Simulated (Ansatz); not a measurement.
ZnCdO2:
```xyz
4
Lattice="3.3805 0.0000 0.0000 -1.6903 2.9276 0.0000 0.0000 0.0000 5.6230" Properties=species:S:1:pos:R:3 pbc="T T T"
Zn     0.0000     0.0000     5.6031
Cd     1.6903     0.9759     2.7508
O      1.6903     0.9759     0.5523
O      0.0000     0.0000     3.6669
```

Relaxed with r²SCAN.

Task: Give the optical modes at the zone centre with their infrared activity from DFPT, DFT-r²SCAN in the program Ansatz with PAW potentials.

Result: Transverse frequencies, without the LO–TO term; a row sums one degenerate level.

```
ω (cm⁻¹)  degeneracy  IR ((D/Å)²/amu)     activity  symmetry
--------  ----------  ---------------  -----------  --------
65                 2             0.00  IR-inactive         E
229                1             0.07           IR        A1
320                2            25.64           IR         E
380                1            16.55           IR        A1
396                2             7.91           IR         E
548                1             1.77           IR        A1
```

Task: How high does the top mode go among those that the LO–TO term moves?

Result: 479 cm⁻¹ for q along x, 479 cm⁻¹ for q along y, 571 cm⁻¹ for q along z.

Space group P3m1. The first step of the workflow began from a Materials Project structure, measured or hypothetical; the Crystallography Open Database copy checked does not list it. Whether it is the stable phase at ambient conditions was not checked. The r²SCAN relaxation kept the symmetry of its start; of distortions, only those at the zone centre were tested.

Potentials: the later of the program's two PAW sets.
